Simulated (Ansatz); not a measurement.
CsCaBr3:
```yaml
crystal:
  lattice:
    - [5.70826, 0.00000, 0.00000]
    - [0.00000, 5.70826, 0.00000]
    - [0.00000, 0.00000, 5.70826]
  atoms:
    - { symbol: Cs, position: [0.00000, 0.00000, 0.00000] }
    - { symbol: Ca, position: [0.50000, 0.50000, 0.50000] }
    - { symbol: Br, position: [0.50000, 0.00000, 0.50000] }
    - { symbol: Br, position: [0.00000, 0.50000, 0.50000] }
    - { symbol: Br, position: [0.50000, 0.50000, 0.00000] }
```

Plane-wave PAW r²SCAN (Ansatz code) gives a gap of 5.20 eV without spin–orbit coupling, maximum at R, minimum at Γ.

### Question
What happens when spin–orbit coupling is switched on?

### Answer
The gap decreases by 0.09 eV, to 5.11 eV; maximum at R, minimum at Γ.

### Question
Give the electron effective mass with spin–orbit coupling.

### Answer
0.34 mₑ (isotropic).

Space group Pm-3m (cubic perovskite). The first step of the workflow began from a Materials Project structure, measured or hypothetical; the Crystallography Open Database copy checked does not list it. Its standing as an ambient phase is unchecked. The cell was relaxed with r²SCAN under the symmetry of its start; phonons on a q-mesh show weakly imaginary modes.

Potentials: the later of the program's two PAW sets.
